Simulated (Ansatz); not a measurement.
LaBPd₃ (cubic perovskite, Pm-3m), DFT-PBE in the program Ansatz with PAW potentials, all energies at zero smearing, with the estimated change up to a 700 eV cutoff added, with one set of potentials and settings (totals compare only within such a set). Cell of 5 atoms (1 B, 3 Pd, 1 La): -27327.321 eV.

```json
[
 {"element": "B", "reference phase": "R-3m, 12 atoms in the cell", "E (eV/atom)": "-155.9161"},
 {"element": "Pd", "reference phase": "Fm-3m, 1 atoms in the cell", "E (eV/atom)": "-6972.8544"},
 {"element": "La", "reference phase": "P6_3/mmc, 4 atoms in the cell", "E (eV/atom)": "-6250.0953"}
]
```

Formation energy per atom, worked out: (-27327.321 − 1×(-155.9161) − 3×(-6972.8544) − 1×(-6250.0953))/5 = -0.549 eV/atom (-53 kJ per mol of atoms), at 0 K, without zero-point energy or fitted corrections.

The workflow started from an entry of the Crystallography Open Database (COD). Whether it is the stable phase at ambient conditions was not checked. The PBE relaxation kept the symmetry of its start; whether a distortion lowers the energy is not shown. No spin polarisation was allowed. The references are the lowest solids computed at this level, not always the standard phases. Scalar-relativistic: spin–orbit coupling is off unless named, which matters more the heavier the elements.

Potentials: the later of the program's two PAW sets.
